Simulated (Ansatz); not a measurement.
ZrIr:
```cif
data_IrZr
_chemical_formula_sum 'Zr1 Ir1'
_space_group_name_H-M_alt 'P 1'
_space_group_IT_number 1
_cell_length_a 3.07900
_cell_length_b 3.07900
_cell_length_c 3.64354
_cell_angle_alpha 90.000
_cell_angle_beta 90.000
_cell_angle_gamma 90.000
loop_
_space_group_symop_operation_xyz
  'x, y, z'
loop_
_atom_site_label
_atom_site_type_symbol
_atom_site_fract_x
_atom_site_fract_y
_atom_site_fract_z
_atom_site_occupancy
Zr1 Zr 0.50000 0.50000 0.50000 1
Ir1 Ir 0.00000 0.00000 0.00000 1
```

Relaxed with PBEsol.

Q: Which orbitals make up the states near the Fermi level in DFT-PBEsol in the program Ansatz with PAW potentials?

A: Within 0.5 eV of the Fermi level: Zr 4d 58 %, Ir 5d 30 %. Projections are on Löwdin-orthogonalised atomic valence shells; empty p or d shells of many metals are not among them.

Q: Tabulate the density of states.

A: States/eV per cell of 2 atoms, in 0.25 eV bins, energy from the Fermi level.

| E (eV) | total | Ir 5d | Zr 4d | Ir 6s |
|---|---|---|---|---|
| -7.85 | 0.08 | 0.00 | 0.00 | 0.03 |
| -7.60 | 0.11 | 0.00 | 0.00 | 0.04 |
| -7.35 | 0.14 | 0.00 | 0.00 | 0.06 |
| -7.10 | 0.17 | 0.00 | 0.00 | 0.07 |
| -6.85 | 0.21 | 0.01 | 0.01 | 0.09 |
| -6.60 | 0.26 | 0.01 | 0.01 | 0.10 |
| -6.35 | 0.32 | 0.02 | 0.02 | 0.13 |
| -6.10 | 0.59 | 0.10 | 0.11 | 0.21 |
| -5.85 | 1.10 | 0.26 | 0.28 | 0.36 |
| -5.60 | 1.19 | 0.32 | 0.33 | 0.36 |
| -5.35 | 1.43 | 0.53 | 0.43 | 0.31 |
| -5.10 | 1.87 | 0.88 | 0.54 | 0.27 |
| -4.85 | 2.17 | 1.19 | 0.61 | 0.19 |
| -4.60 | 3.02 | 1.92 | 0.78 | 0.07 |
| -4.35 | 3.20 | 2.14 | 0.76 | 0.05 |
| -4.10 | 2.70 | 1.83 | 0.60 | 0.04 |
| -3.85 | 2.60 | 1.86 | 0.57 | 0.04 |
| -3.60 | 2.81 | 2.10 | 0.53 | 0.05 |
| -3.35 | 2.94 | 2.21 | 0.60 | 0.05 |
| -3.10 | 3.26 | 2.49 | 0.61 | 0.07 |
| -2.85 | 3.46 | 2.65 | 0.55 | 0.13 |
| -2.60 | 3.28 | 2.50 | 0.53 | 0.12 |
| -2.35 | 3.42 | 2.63 | 0.53 | 0.10 |
| -2.10 | 2.36 | 1.66 | 0.44 | 0.08 |
| -1.85 | 1.96 | 1.32 | 0.39 | 0.07 |
| -1.60 | 1.21 | 0.74 | 0.29 | 0.04 |
| -1.35 | 1.02 | 0.50 | 0.31 | 0.05 |
| -1.10 | 0.88 | 0.40 | 0.28 | 0.04 |
| -0.85 | 0.80 | 0.30 | 0.32 | 0.03 |
| -0.60 | 0.85 | 0.29 | 0.39 | 0.02 |
| -0.35 | 1.07 | 0.32 | 0.57 | 0.02 |
| -0.10 | 1.61 | 0.44 | 0.94 | 0.02 |
| 0.15 | 1.96 | 0.59 | 1.15 | 0.02 |
| 0.40 | 2.20 | 0.73 | 1.29 | 0.03 |
| 0.65 | 2.24 | 0.80 | 1.25 | 0.06 |
| 0.90 | 2.20 | 0.69 | 1.27 | 0.07 |
| 1.15 | 2.11 | 0.57 | 1.25 | 0.09 |
| 1.40 | 1.58 | 0.43 | 0.91 | 0.07 |
| 1.65 | 1.56 | 0.37 | 0.97 | 0.06 |
| 1.90 | 2.71 | 0.60 | 1.85 | 0.08 |
| 2.15 | 1.94 | 0.35 | 1.39 | 0.06 |
| 2.40 | 1.30 | 0.18 | 0.96 | 0.05 |
| 2.65 | 1.30 | 0.15 | 1.01 | 0.04 |
| 2.90 | 1.27 | 0.15 | 0.99 | 0.03 |
| 3.15 | 1.12 | 0.13 | 0.85 | 0.03 |
| 3.40 | 1.31 | 0.14 | 1.00 | 0.04 |
| 3.65 | 1.47 | 0.18 | 1.11 | 0.04 |
| 3.90 | 1.71 | 0.23 | 1.30 | 0.04 |
| 4.15 | 1.87 | 0.28 | 1.41 | 0.05 |
| 4.40 | 1.88 | 0.30 | 1.38 | 0.05 |
| 4.65 | 1.80 | 0.29 | 1.30 | 0.07 |

Space group P4/mmm (L1₀ or tetragonal B2). The workflow started from a Materials Project entry (that database holds measured and hypothetical structures alike); the Crystallography Open Database copy checked does not list it. COD files the formula under space group No. 221, so this cell is another polymorph or a model. With Zr and Ir taken as one species the cell has the higher symmetry I4/mmm, so it may be an ordered model of a mixed-site phase. Whether it is the stable phase at ambient conditions was not checked. The PBEsol relaxation kept the symmetry of its start; of distortions, only those at the zone centre were tested. The run is not spin-polarised. Spin–orbit coupling is left out wherever it is not named.

Potentials: the later of the program's two PAW sets.
